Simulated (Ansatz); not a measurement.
KF:
```
KF
1.0
    0.00000     2.71037     2.71037
    2.71037     0.00000     2.71037
    2.71037     2.71037     0.00000
K F
1 1
Direct
  0.00000   0.00000   0.00000
  0.50000   0.50000   0.50000
```

Relaxed with PBE.

**Question.** Give the Bader charges and basin volumes of the independent atoms, PBE (plane waves, PAW; program Ansatz).

**Answer.** 

| atom | Bader charge (e) | Bader volume (Å³) |
|---|---|---|
| K1 | +0.86 | 20.5 |
| F2 | -0.86 | 19.3 |

Space group Fm-3m (rock salt). Symmetry was held in the PBE relaxation.

Potentials: the later of the program's two PAW sets.
